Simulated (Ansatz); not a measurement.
## Which magnetic order does Ni (Fm-3m) prefer in this cell?

Geometry: a structure as deposited in COD, repeated to hold the magnetic orders; nothing is relaxed.

Functional, mesh and filling: LDA, 15×15×15 k mesh, Fermi–Dirac smearing of 0.1 eV. PAW means Ansatz 0.2.0 on its default frozen-core files; LAPW is all-electron LAPW in Ansatz 0.2.0. Site moments are integrated in spheres about the atoms, whose radii differ between the methods.

The first input and its command:

```yaml
crystal:
  lattice:
    - [0.0, 1.761935, 1.761935]
    - [-1.761935, 1.761935, 0.0]
    - [-1.761935, -1.761935, 3.52387]
  atoms:
    - { symbol: Ni, position: [0.0, 0.0, 0.0], spin: 1.5 }
    - { symbol: Ni, position: [0.0, 0.5, 0.5], spin: 1.5 }
magnetization:
  spin_polarized: true
kpoints:
  mp_grid: { grid: [15, 15, 15] }
scf:
  occupations: { method: fermi_dirac, width: 0.1 }
  lower_state_search: "off"
hamiltonian:
  xc: lda
  pseudopotentials: { kind: paw }
output:
  forces: true
  stress: true
  eigenvalues: true
  populations: true
```

Command: `ansatz run input.yaml --threads 1 --pin off --max-ram 3072MiB --backend cpu --events-out ev --progress --plain --runs-dir out`

The input for «start Ni1↑ Ni2↓» by LAPW differs from it in these lines, output keys apart:

```diff
-    - { symbol: Ni, position: [0.0, 0.5, 0.5], spin: 1.5 }
+    - { symbol: Ni, position: [0.0, 0.5, 0.5], spin: -1.5 }
-  pseudopotentials: { kind: paw }
+  pseudopotentials: { kind: all_electron, lapw: { basis_error: 0.0005 } }
```

Energies count from the run that starts all moments parallel. Patterns list the atoms that start with 0.5 μB or more.

```tsv
start	ΔF PAW (meV/atom)	ΔF LAPW (meV/atom)	largest moment, PAW (μB)	M, PAW (μB/cell)	order at the end, PAW	P, PAW (GPa)
Ni1↑, Ni2↑	0.0	0.0	0.64	1.22	kept	-17.5
Ni1↑, Ni2↓	+25.7	+25.7	0.00	0.00	moments lost	-18.4
no spin polarisation	+25.7	–	0.00	0.00	–	-18.4
```

The lowest of these ends as follows. Site moments (μB): Ni1 0.64, Ni2 0.64. Cell moment 1.22 μB. Orders of other supercells weren't tried and can lie lower.

The PAW files were made with PBE; the program remakes their cores once for the run's functional and then keeps them frozen. The Ansatz runs typed with the search for lower states off end where their start leads. These are results for the start and cell typed. The real compound can order otherwise, in a larger cell, or not at all, since semilocal functionals at zero temperature often overstate magnetism.
